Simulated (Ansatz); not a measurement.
Be, one cell by several methods

```
Be
1.0
    -1.22806    1.25312    1.25312
     1.25312   -1.22806    1.25312
     1.25312    1.25312   -1.22806
Be
1
Direct
  0.00000 0.00000 0.00000
```

Conventional cell: a = 3.509 Å, b = 3.509 Å, c = 2.214 Å, α = 90.00°, β = 90.00°, γ = 120.00°. Be (atom 1) is surrounded by 8 Be at 2.16 to 2.21 Å.

The cell is the one relaxed in the Materials Project (mp-20), not relaxed further here; entries there can be hypothetical. The listed cell was then made from it by scaling, straining or moving an atom.

Methods: DFT, PBEsol, PAW with Ansatz's default frozen-core files, scalar-relativistic (Ansatz 0.2.0); DFT, PBEsol, all-electron PAW with datasets made for the crystal, scalar-relativistic (Ansatz 0.2.0); DFT, PBEsol, all-electron LAPW, scalar-relativistic (Ansatz 0.2.0).

For PAW: a Γ-centred 23×23×23 k mesh, Fermi–Dirac smearing of 0.03 eV, cutoff 420 eV, no spin polarisation; the PAW files were made with PBE, and the program remakes their frozen cores for this functional. The crystal-made all-electron datasets (AE datasets) take a cutoff of 240 eV at this cell. LAPW targets a basis error of 0.25 meV/atom. The Ansatz runs share mesh, smearing and spin set-up. Plane-wave (PAW) pressures include the program's estimate of the Pulay term.

Stress and pressure are positive in compression.

The change that made this cell: equal xy, yz and zx engineering shear strains of +2 %.

```
       quantity    PAW  AE datasets   LAPW
 pressure (GPa)  -1.79        -1.88  -1.88
stress yz (GPa)  -3.84        -3.84  -3.84
stress xz (GPa)  -3.84        -3.84  -3.84
stress xy (GPa)  -3.84        -3.84  -3.84
```

PAW's pressure differs from the LAPW value by +0.09 GPa. Datasets made for the crystal and LAPW share parts of one code, so their agreement isn't an independent check.
